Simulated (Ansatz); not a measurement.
A relaxed cell of Sn (I4₁/amd (No. 141)), relaxed on a k-mesh at least as fine as the one used below. Computed with PBE (plane waves to 420 eV, PAW, scalar-relativistic; Ansatz, a first-principles code). Γ-centred k-mesh 11×11×8 on the run's cell (coarser than for final values), Fermi–Dirac smearing 0.05 eV.

```xyz
2
Lattice="-2.9740 2.9740 1.6064 2.9740 -2.9740 1.6064 2.9740 2.9740 -1.6064" Properties=species:S:1:pos:R:3 pbc="T T T"
Sn     0.0000     2.9740     0.8032
Sn     0.0000     0.0000     0.0000
```

The atoms are displaced by (Å):

```
atom     ux      uy      uz
----  -----  ------  ------
Sn1   0.078   0.082   0.127
Sn2   0.061  -0.106  -0.092
```

What forces (eV/Å) and pressure result?


| atom | Fx | Fy | Fz |
|---|---|---|---|
| Sn1 | -0.08 | -0.41 | 0.01 |
| Sn2 | 0.08 | 0.41 | -0.01 |

Pressure +0.6 GPa.

No spin polarisation in the result.

The run that gave the undisplaced cell could not lose the symmetry of its start; a randomly shaken copy of 2 atoms returns to this structure.
